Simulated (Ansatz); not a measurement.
This cell of Au (fcc, Cu type) is off equilibrium:

```
CELL_PARAMETERS angstrom
      0.00000     2.12935     2.12935
      2.12935     0.00000     2.12935
      2.12935     2.12935     0.00000
ATOMIC_POSITIONS crystal
  Au 0.00000 0.00000 0.00000
```

All values below come from PBE (plane waves to 420 eV, PAW, scalar-relativistic; Ansatz, a program for electronic structure). k mesh 19×19×19 (Γ-centred), Fermi-Dirac smearing 0.05 eV. Energies are smeared free energies. Stress and pressure are positive under compression. Au was relaxed with its symmetry unable to fall. Spin-orbit coupling is left out, though Au is heavy. The PAW data are Ansatz's earlier set.

Q: Give the stress tensor in GPa and the pressure.

A: 
```
   -8.1      0.0      0.0
    0.0     -8.1      0.0
    0.0      0.0     -8.1
```
The pressure, a third of the trace, is -8.1 GPa.

Q: It is the relaxed cell scaled evenly to V/V₀ = 1.075, atoms relaxed where free. What is its energy relative to the relaxed cell?

A: 37 meV/atom.

(Under strain, the slope of the energy per volume gives the stress and its curvature an elastic modulus.)
